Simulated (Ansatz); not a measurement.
CaS:
```xyz
2
Lattice="0.0000 2.8560 2.8560 2.8560 0.0000 2.8560 2.8560 2.8560 0.0000" Properties=species:S:1:pos:R:3 pbc="T T T"
Ca     0.0000     0.0000     0.0000
S      2.8560     2.8560     2.8560
```

Cartesian axes are those of the cell as given.

Task: Give the high-frequency dielectric tensor and the Born effective charge tensors of the independent atoms from DFPT, DFT-PBE in the program Ansatz with PAW potentials.

Result: 
ε∞:
```
4.99  0.00  0.00
0.00  4.99  0.00
0.00  0.00  4.99
```
Z* of atom 1 (Ca), rows: field, columns: displacement, in e:
```
2.37  0.00  0.00
0.00  2.37  0.00
0.00  0.00  2.37
```
Z* of atom 2 (S), rows: field, columns: displacement, in e:
```
-2.37   0.00   0.00
 0.00  -2.37   0.00
 0.00   0.00  -2.37
```

Static charges for comparison (Bader): Ca1 +1.47, S2 -1.47 e. Born charges measure polarisation by displacement and can exceed these by far.

Space group Fm-3m (rock salt). Symmetry was held in the PBE relaxation.

Potentials: the later of the program's two PAW sets.
